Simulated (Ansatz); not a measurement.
## KP2Ru2: do energies and stresses tell the same story?

The calculation used DFT PBEsol, scalar-relativistic, plane waves, PAW in Ansatz 0.2.0.

Cutoff 420 eV; k points 12×12×12 on the computed 5-atom cell (Γ-centred); Gaussian smearing, width 0.10 eV; no spin polarisation.

Relaxed cell: I4/mmm, a = 4.001 Å, b = 4.001 Å, c = 12.184 Å, α = 90.00°, β = 90.00°, γ = 90.00°, 5 atoms in the primitive cell. Whether it is the stable form of this composition wasn't checked.

Energies at zero smearing and pressures from the stress tensor, at volumes with shape and atoms relaxed:
```csv
V (Å³/atom),E − E(first) (meV/atom),P (GPa)
18.337,0.00,2.56
18.922,-6.63,1.18
19.508,-8.66,0.00
20.093,-6.68,-1.02
20.678,-1.12,-1.96
```

Task: Check P = −dE/dV between neighbouring volumes, and get the bulk modulus from the pressures alone.

Result: With 1 eV/Å³ = 160.2 GPa:
```json
{"middle V (Å³/atom)": "18.630", "−ΔE/ΔV (GPa)": "1.815", "mean P (GPa)": "1.871"}
{"middle V (Å³/atom)": "19.215", "−ΔE/ΔV (GPa)": "0.556", "mean P (GPa)": "0.591"}
{"middle V (Å³/atom)": "19.800", "−ΔE/ΔV (GPa)": "-0.542", "mean P (GPa)": "-0.509"}
{"middle V (Å³/atom)": "20.386", "−ΔE/ΔV (GPa)": "-1.523", "mean P (GPa)": "-1.489"}
```

The two differ by 0.06 GPa at most. The mean of two end pressures misses the average over a step by about ΔV² P″/12, up to 0.02 GPa here; with that taken off 0.04 GPa remains, from the smearing term (the stress is the derivative of the free energy), the finite cutoff, the mesh or the relaxation's tolerance. Around V = 19.508 Å³/atom, the two neighbours give B = −V ΔP/ΔV = 19.508 × 2.20 / 1.170 = 36.7 GPa, against B0 = 36.9 GPa from the Birch–Murnaghan fit of the energies.